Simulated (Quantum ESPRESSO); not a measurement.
Ge6PB, a curve over one atom's position

Computed values, not a measurement. The program is pw.x of Quantum ESPRESSO 7.5 (plane-wave density functional theory). The cell is made up: 8 atoms on a zincblende/diamond lattice, with randomly drawn elements, strain and displacements, not relaxed. PseudoDojo standard norm-conserving files (v0.5 for PBE, v0.4.1 for LDA and PBEsol) set the functional; there is no spin polarisation, spin-orbit coupling or dispersion term, and the masses in the input are unused placeholders.

Seven runs move atom 4 (Ge, counted in the order of the input) along z and keep all else fixed.

Input of the run at -0.0397:

```
&control calculation='scf', pseudo_dir='./dojo.nc.sr.pbe.v0_5.standard.upf', outdir='./o', disk_io='medium', tprnfor=.true., tstress=.true. /
&system ibrav=0, nat=8, ntyp=3, nbnd=56, ecutwfc=77.98206166, nosym=.true., tot_charge=0,
 occupations='smearing', smearing='fd', degauss=0.0073498644
/
&electrons conv_thr=7.350e-09, electron_maxstep=60, /
ATOMIC_SPECIES
B 1.0 B.upf
Ge 1.0 Ge.upf
P 1.0 P.upf
CELL_PARAMETERS angstrom
5.7212 -0.0093 -0.0218
-0.0093 5.8257 0.0076
-0.0218 0.0076 5.7265
ATOMIC_POSITIONS angstrom
Ge 0.0141 0.0671 -0.0284
Ge 0.0182 2.8673 2.8258
P 2.8644 0.0444 2.8842
Ge 2.7722 2.8646 -0.0501
Ge 1.3751 1.3959 1.4152
Ge 1.4598 4.4343 4.3279
Ge 4.3232 1.5561 4.3107
B 4.3213 4.3505 1.4414
K_POINTS automatic
6 6 6 1 1 1
```

| shift of atom 4 along z (Å) | free energy less that of the input shown (eV) | Fx on atom 4 (eV/Å) | Fy on atom 4 (eV/Å) | Fz on atom 4 (eV/Å) | pressure (GPa) | iterations |
| --- | --- | --- | --- | --- | --- | --- |
| -0.1525 | 0.2361 | 1.294 | 0.850 | 2.545 | -4.95 | 10 |
| -0.1059 | 0.1261 | 1.401 | 0.991 | 2.175 | -5.14 | 10 |
| -0.0397 | 0.0000 | 1.558 | 1.195 | 1.633 | -5.37 | 10 |
| +0.0569 | -0.1188 | 1.801 | 1.504 | 0.825 | -5.59 | 10 |
| +0.0895 | -0.1412 | 1.888 | 1.613 | 0.551 | -5.63 | 10 |
| +0.1194 | -0.1539 | 1.969 | 1.715 | 0.302 | -5.66 | 10 |

Question: one run is left out of the table, at -0.1256. Estimate its Fz on atom 4 (eV/Å).

Answer: 2.333. The whole row:

| shift of atom 4 along z (Å) | free energy less that of the input shown (eV) | Fx on atom 4 (eV/Å) | Fy on atom 4 (eV/Å) | Fz on atom 4 (eV/Å) | pressure (GPa) | iterations |
| --- | --- | --- | --- | --- | --- | --- |
| -0.1256 | 0.1705 | 1.355 | 0.931 | 2.333 | -5.07 | 10 |

A cubic fit gives dFz/dz = -8.37 eV/Å² at zero shift. Across the table the free energy follows the integral of the force to within 0.1 meV. A rerun of one of the cells at 1347 eV and a 8 x 8 x 8 mesh moved values by no more than 0.002 eV in energy, 0.02 GPa in stress and 0.013 eV/Å in force.